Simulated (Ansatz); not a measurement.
## Calculation log, YSe (Fm-3m) (elastic constants by finite strains)

Level of theory: LDA, all-electron LAPW in Ansatz 0.2.0, scalar-relativistic.

Cell and atoms were relaxed beforehand by PAW with this functional.

Command:

```sh
ansatz run input.yaml --threads 1 --pin off --max-ram 2560MiB --backend cpu --events-out ev --progress --plain --runs-dir out
```

Input:

```yaml
crystal:
  lattice:
    - [0.0, 2.82151042388, 2.82151042388]
    - [2.82151042388, 0.0, 2.82151042388]
    - [2.82151042388, 2.82151042388, 0.0]
  atoms:
    - { symbol: "Y", position: [0.5, 0.5, 0.5] }
    - { symbol: Se, position: [0.0, 0.0, 0.0] }
kpoints:
  mp_grid: { grid: [14, 14, 14] }
scf:
  occupations: { method: fermi_dirac, width: 0.1 }
hamiltonian:
  xc: lda
  pseudopotentials: { kind: all_electron, lapw: { basis_error: 0.001 } }
elastic:
  mode: relaxed_ion
  stencil: two_point
  amplitude: 0.005
```

Output (shortened where marked):

```
Warning: RAYON_NUM_THREADS=1 ignored (pool sized by the plan → 1); use --threads N
LAPW: plane waves up to 7.589 Å⁻¹, error target 1.0e-3 eV per atom; small_component_spin mean_spin; Se in spheres of 1.365 Å, 24 of its electrons in bands, Dirac shells []; Y in spheres of 1.372 Å, 29 of its electrons in bands, ...
Engine: ansatz 0.2.0, aarch64-unknown-linux-gnu
Pseudopotentials: kind: all_electron
Pseudopotential: Y, LAPW, valence charge 29, lapw/all_electron/scalar/gaussian/Y, Koelling and Harmon's equation, gaussian nucleus
Pseudopotential: Se, LAPW, valence charge 24, lapw/all_electron/scalar/gaussian/Se, Koelling and Harmon's equation, gaussian nucleus
Functional definition: SPW92
  exchange = slater_x
  correlation = pw_c
Crystal: 2 atoms, lattice volume = 44.924 Å³
Basis set: ecut = 219.45556738047335 eV, 331 PW (Γ), exchange–correlation at level 2
Bands: 32, of which v1, the nominal top of the filled ones, is band 27 counted from 1 (26 counted from 0)
Symmetry: 48 space group operations
Space group: Fm-3m (ITA 225), of the structure as read, at distance tolerance 3.6e-5 Å
k-points: 104 of 2744
Non-local potential: Y, projectors of the file, none
Non-local potential: Se, projectors of the file, none
Initial density: superposition of atomic densities (chi_scale 0.1, normalization cell, long waves kept (reshape's long-wave potential 0.00 eV rms))
Initial wavefunctions: plane waves of lowest kinetic energy (no species holds an atomic orbital)
Functional: x = slater, c = lda
iter 1 solved again at ethr=6.18e-4 eV; its pass at ethr=1.00e-1 eV (dr2=3.28e-1 eV) is discarded
SCF iter   1: F=—  HF=-158060.253393 eV  |F-HF|=—  |Δ(HF+E_count)|=         —  Δρ=1.91e-2  dr2=3.28e-1  ethr=6.18e-4  ⟨swp⟩=2.5  Hψ=20540  notcnv=0
preconditioner: auto → Kerker (q_TF=auto, 2.805 Å⁻¹)  [metal: Δε(μ)=0.006 eV  Ē_g=9.878 eV  σ=0.100 eV  W_gap=0.01  n_scr=14 (ndim 8)  ℏωp=16.6 eV  f_vac=0.000  D(μ)=0.98/eV (n_scr^D=8)]
[... 102 lines left out ...]
--- Forces (eV/Å), atoms counted from 1 ---
  atom   1  Y      0.00000000    -0.00000000     0.00000000
  atom   2  Se    -0.00000000     0.00000000    -0.00000000
  max |Σ_I F_I| component: 8.55e-31 eV/Å
--- Stress (GPa, compression-positive) ---
        0.024367      -0.000000      -0.000000
       -0.000000       0.024367      -0.000000
       -0.000000      -0.000000       0.024367
  P = ⅓ Tr σ = 0.0244 GPa (0.244 kbar)
--- Elastic constants: 2 strain directions × 2 members + reference (group order 48) ---
  dense FFT box of the reference and of every strained cell: 20×20×20
  strains applied: 11, 23; error gains: componentwise 1.00 (the most a stress slope's error grows in a printed constant), spectral 1.73 (1 for all six strains in a standard setting)
  C = ∂σ_k/∂η_j (tension-positive GPa; Voigt order 11 22 33 23 13 12):
       237.233     20.963     20.963     -0.000      0.000      0.000
        20.963    237.233     20.963      0.000      0.000      0.000
        20.963     20.963    237.233      0.000     -0.000      0.000
        -0.000      0.000      0.000     15.744      0.000     -0.000
        -0.000      0.000      0.000      0.000     15.744      0.000
         0.000     -0.000      0.000      0.000      0.000     15.744
  reference stress σ⁰ (GPa):     -0.024     -0.024     -0.024      0.000      0.000      0.000
  no Pulay correction (none for the plane-wave cutoff is built on LAPW): the batch's stresses and constants are at fixed plane waves
  C* (energy form; C + prestress term) asymmetry max|C*_kj − C*_jk| = 7.105e-15 GPa — a small one proves nothing (zero by symmetry where the batch's group is 432, −43m or m−3m); a large one is finite-difference/SCF noise where ...
  moduli (Voigt/Reuss/Hill, GPa): K = 93.05/93.05/93.05   G = 52.70/23.92/38.31   E = 101.06   ν = 0.319
  mechanically stable: yes (min eigenvalue of sym C = 15.74 GPa)
  where every solve meets its electron count the energy-path curvature estimates C_jj along a normal strain and C_jj − ¼(σ⁰_aa + σ⁰_bb) along a shear (ab), closely only under elastic.basis: deformed
  strain η (Voigt 11):  stress-route row diagonal C_11 = 237.23 GPa, energy-path curvature d²(F+E_count)/dδ²/Ω₀ = 237.18 GPa
         δ    σ_11 (GPa)             F (eV)   n_scf  n_hpsi   n_pw
    -5.000e-3      -1.2472     -158060.1465258      12  340458    342   relax 0 steps, max|allowed force component| 5.77e-30 eV/Å
     5.000e-3       1.1251     -158060.1466285      12  340591    342   relax 0 steps, max|allowed force component| 6.16e-32 eV/Å
  strain η (Voigt 23):  stress-route row diagonal C_44 = 15.74 GPa, energy-path curvature d²(F+E_count)/dδ²/Ω₀ = 15.75 GPa
         δ    σ_23 (GPa)             F (eV)   n_scf  n_hpsi   n_pw
    -5.000e-3      -0.0787     -158060.1473533      10  528299    342   relax 0 steps, max|allowed force component| 2.22e-30 eV/Å
     5.000e-3       0.0787     -158060.1473533       9  486725    342   relax 0 steps, max|allowed force component| 1.48e-31 eV/Å
```

The calculation finished and met its thresholds.

Strained cells:

Elastic constants of a crystal by Kohn-Sham DFT: slopes of the stress over finite engineering strains of the given cell, Voigt indices, Cartesian axes as in the input; stress of each strained cell less that at rest, tension positive.

```csv
strain component,strain,stress xx (GPa),stress yy (GPa),stress zz (GPa),stress yz (GPa),stress xz (GPa),stress xy (GPa),relaxation steps
xx,-0.005,-1.223,-0.1054,-0.1054,0,0,0,0
xx,0.005,1.149,0.1042,0.1042,0,0,0,0
yz,-0.005,0,-0.0006,-0.0006,-0.0787,0,0,0
yz,0.005,0,-0.0006,-0.0006,0.0787,0,0,0
```

### Elastic moduli

Hill averages of a grain aggregate, Debye temperature from the mean sound speed over directions.

* Bulk modulus: 93.05 GPa
* Shear modulus: 38.31 GPa
* Young modulus: 101.1 GPa
* Poisson ratio: 0.319
* Bulk over shear modulus: 2.429
* Elastic anisotropy index: 6.016
* Least young modulus: 44.71 GPa
* Largest young modulus: 233.8 GPa
* Longitudinal sound speed: 4819 m/s
* Transverse sound speed: 2485 m/s
* Elastic debye temperature: 262.5 K
* Linear compressibility (x, y, z): 3.582, 3.582, 3.582 1/TPa
* Zener ratio: 0.1456
* Cauchy pressure: 5.22 GPa

**Elastic constants**

```json
{"Pressure at rest": "0.024 GPa", "Least elastic eigenvalue": "15.74 GPa", "Elastically stable": "yes"}
```

```tsv
index	elastic (GPa)
11	237.2
12	20.96
44	15.74
```

Known limits: responses of metals move with mesh and smearing; the softest shear constant rests on one k mesh, and a soft shear can herald a distortion on cooling.

It took 5.7 min on 1 thread of Arm Neoverse V2, on a shared host, peak memory 1.3 GiB.
